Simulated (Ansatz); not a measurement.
Data:

Cu (fcc, Cu type)

```
Cu
1.0
    3.56339     0.00000     0.00000
    0.00000     3.56339     0.00000
    0.00000     0.00000     3.56339
Cu
4
Direct
  0.00000   0.00000   0.00000
  0.50000   0.50000   0.00000
  0.50000   0.00000   0.50000
  0.00000   0.50000   0.50000
```

In this cell atom 4 (Cu, nearest neighbour Cu at 2.520 Å; its periodic images, 3.6 Å or more away, move with it) is moved by u·(1.000, 0.000, 0.000) + v·(0.000, 1.000, 0.000); the rest is frozen.

Calculation: PBEsol (plane waves to 420 eV, PAW, scalar-relativistic; Ansatz, a quantum-chemistry and plane-wave program). k mesh 11×11×11 (Γ-centred), Fermi-Dirac smearing 0.05 eV. Energies are smeared free energies. With partly filled bands, energies and forces of such displacements shift with the k mesh and the smearing. Cu is run without spin polarisation. Cu was relaxed with its symmetry unable to fall. The PAW data are Ansatz's earlier set. ΔE is measured from the undisplaced structure. Axes are in Å.

The scan covers u from -0.380 to 0.380 Å in 5 points and v from -0.380 to 0.380 Å in 5 points.

Q: Is the undisplaced position a minimum, a maximum or a saddle of this map?

A: A minimum.

Q: What are the two principal curvatures of the energy at the centre?

A: 7.7 eV/Å², isotropic.

(For displaced atoms, the force is minus the slope of the energy, and its curvature is a force constant, which sets phonon frequencies.)
